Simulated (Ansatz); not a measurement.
Here is the system:

Cs:
```cif
data_Cs4
_chemical_formula_sum 'Cs4'
_space_group_name_H-M_alt 'I41/amd :1'
_space_group_IT_number 141
_space_group_name_Hall 'I 4bw 2bw -1bw'
_cell_length_a 5.16132
_cell_length_b 5.16132
_cell_length_c 18.97515
_cell_angle_alpha 90.000
_cell_angle_beta 90.000
_cell_angle_gamma 90.000
loop_
_atom_site_label
_atom_site_type_symbol
_atom_site_symmetry_multiplicity
_atom_site_Wyckoff_symbol
_atom_site_fract_x
_atom_site_fract_y
_atom_site_fract_z
_atom_site_occupancy
Cs1 Cs 4 b 0.00000 0.00000 0.50000 1
```
(The calculation used a cell of 2 atoms; values per cell refer to that cell.)

This is the r²SCAN-relaxed structure.

Q: All from DFT-r²SCAN in the program Ansatz with PAW potentials, unless another level is named. Give the density of states at the Fermi level.

A: 1.2 states/eV per atom (mean over ±0.08 eV).

Q: Next, the gap with spin–orbit coupling?

A: none (metallic).

Space group I4_1/amd. The workflow started from a Materials Project entry (that database holds measured and hypothetical structures alike); the Crystallography Open Database copy checked does not list it. It is not the phase usual at ambient conditions (space group No. 229). Symmetry was held in the r²SCAN relaxation; its stability against distortions is not shown here. Spin–orbit coupling is left out wherever it is not named.

Potentials: the later of the program's two PAW sets.
